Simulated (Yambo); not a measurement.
# Excitons in Rb2RhAgF6

```xyz
10
Lattice="0.0000 4.4222 4.4222 4.4222 0.0000 4.4222 4.4222 4.4222 0.0000" Properties=species:S:1:pos:R:3 pbc="T T T"
F      4.4222     4.4222     2.0309
F      4.4222     4.4222     6.8136
F      2.0309     4.4222     4.4222
F      6.8136     4.4222     4.4222
F      4.4222     2.0309     4.4222
F      4.4222     6.8136     4.4222
Rb     2.2111     2.2111     2.2111
Rb     6.6334     6.6334     6.6334
Rh     0.0000     0.0000     0.0000
Ag     4.4222     4.4222     4.4222
```

The geometry is that of Materials Project entry mp-1110602, symmetrised and not relaxed again.

BSE in Yambo on LDA (Quantum ESPRESSO, PseudoDojo norm-conserving, 88 Ry, scalar-relativistic) bands: 4×4×4 mesh, 23 valence and 6 conduction bands, static screening with 112 bands and a 3 Ry block, scissor 2.41 eV, Tamm-Dancoff; field along x.

```json
[
 {"state": "1", "energy (eV)": "1.08", "states within 2 meV": "3", "relative strength": "0.02", "class": "dark", "main transitions": "several band pairs"},
 {"state": "2", "energy (eV)": "2.00", "states within 2 meV": "3", "relative strength": "0.02", "class": "dark", "main transitions": "several band pairs"},
 {"state": "3", "energy (eV)": "2.95", "states within 2 meV": "3", "relative strength": "0.05", "class": "dark", "main transitions": "several band pairs"},
 {"state": "4", "energy (eV)": "3.00", "states within 2 meV": "3", "relative strength": "0.01", "class": "dark", "main transitions": "several band pairs"},
 {"state": "5", "energy (eV)": "3.03", "states within 2 meV": "3", "relative strength": "< 0.01", "class": "dark", "main transitions": "VB−2 → CB (71 %)"},
 {"state": "6", "energy (eV)": "3.19", "states within 2 meV": "2", "relative strength": "< 0.01", "class": "dark", "main transitions": "VB → CB (83 %)"}
]
```

These are vertical excitations (zero momentum). The direct quasiparticle gap on this mesh is 3.42 eV; counted from there, state 1 is bound by 2.34 eV. Convergence with the mesh was not shown.

Spin singlets only. Strengths are relative to the strongest of the lowest states of this run; strong means a line over 3 % of the spectrum's maximum, dark under 0.03 %. Absolute energies carry the error of the G0W0 scissor, whose convergence isn't established.

Spin-orbit splittings are left out.

The structure is a Materials Project entry; no match was found in the copy of COD used, and its stability was not checked.
